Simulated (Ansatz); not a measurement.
**Equation of state of Ru**

```
CELL_PARAMETERS angstrom
2.70580 0.00000 0.00000
-1.35290 2.34329 0.00000
0.00000 0.00000 4.28190
ATOMIC_POSITIONS crystal
Ru 0.33333 0.66667 0.25000
Ru 0.66667 0.33333 0.75000
```

The cell comes from COD entry 9017842, which wasn't checked; take it as a given geometry.

All numbers are computed: DFT, PBEsol, all-electron LAPW, scalar-relativistic (Ansatz 0.2.0); DFT, PBEsol, PAW with Ansatz's default frozen-core files, scalar-relativistic (Ansatz 0.2.0).

For LAPW: a Γ-centred 14×14×8 k mesh, Fermi–Dirac smearing of 0.03 eV, basis error target 0.5 meV/atom, no spin polarisation. PAW takes a cutoff of 420 eV at this cell (files made with PBE, cores remade for this functional). The Ansatz runs share mesh, smearing and spin set-up. Plane-wave (PAW) pressures include the program's estimate of the Pulay term.

The cell above is scaled evenly, with fractional coordinates and shape held.

| V/V(cell) | V (Å³/atom) | P, LAPW (GPa) | P, PAW (GPa) | free energy over the lowest listed, PAW (meV/atom) |
| --- | --- | --- | --- | --- |
| 0.9400 | 12.760 | 16.56 | 16.58 | 27.8 |
| 0.9405 | 12.767 | 16.34 | 16.35 | 27.1 |
| 0.9600 | 13.032 | 8.04 | 8.06 | 7.1 |
| 0.9700 | 13.167 | 4.14 | 4.16 | 1.9 |
| 0.9800 | 13.303 | 0.46 | 0.48 | 0.0 |
| 0.9900 | 13.439 | -3.01 | -2.98 | 1.1 |
| 1.0000 | 13.575 | -6.27 | -6.25 | 5.0 |
| 1.0100 | 13.710 | -9.35 | -9.33 | 11.6 |
| 1.0200 | 13.846 | -12.25 | -12.23 | 20.8 |
| 1.0300 | 13.982 | -14.98 | -14.96 | 32.3 |
| 1.0400 | 14.118 | -17.55 | -17.53 | 46.1 |
| 1.0600 | 14.389 | -22.25 | -22.22 | 79.8 |

(1) What do Birch–Murnaghan fits to the pressures give?

Results:

(1) LAPW: V0 = 13.32 Å³/atom, B0 = 347 GPa, B0′ = 4.8; PAW: V0 = 13.32 Å³/atom, B0 = 347 GPa, B0′ = 4.8.
